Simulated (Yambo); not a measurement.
```
CELL_PARAMETERS angstrom
      5.47713     0.00000     0.00000
      0.00000     5.47713     0.00000
      0.00000     0.00000     3.95914
ATOMIC_POSITIONS crystal
  O  0.69662 0.19662 0.00000
  O  0.30338 0.80338 0.00000
  O  0.80338 0.69662 0.00000
  O  0.19662 0.30338 0.00000
  O  0.00000 0.00000 0.50000
  O  0.50000 0.50000 0.50000
  Na 0.00000 0.50000 0.50000
  Na 0.50000 0.00000 0.50000
  Ta 0.00000 0.00000 0.00000
  Ta 0.50000 0.50000 0.00000
```

NaTaO₃ (space group P4/mbm, No. 127): mean Im ε in 1 eV windows above the direct gap of 4.43 eV, for different electron-hole kernels (Yambo, broadening 0.15 eV, PBEsol (pw.x of Quantum ESPRESSO, ONCV potentials, scalar-relativistic) bands; 4×4×6 mesh, 18 valence and 8 conduction bands, static screening with 84 bands and a 3 Ry block, scissor 1.69 eV, Tamm-Dancoff; field along x).

```tsv
window (eV)	independent quasiparticles	BSE
4.4 to 5.4	2.4	6.4
5.4 to 6.4	5.0	5.4
6.4 to 7.4	4.7	5.2
7.4 to 8.4	6.0	2.0
8.4 to 9.4	2.4	1.4
```

This run doesn't resolve bound excitons or single peaks, so only averages are given, and they too depend on the mesh; weight that the attraction moves below the gap isn't listed. All transitions below 9.87 eV are in the band window. The scissor comes from a G0W0 run whose convergence isn't established.

Without spin-orbit coupling, band edges of such heavy elements can be off by tenths of an eV.

Geometry of the Materials Project entry, not relaxed at this level.

This is not the ordinary phase of the substance.
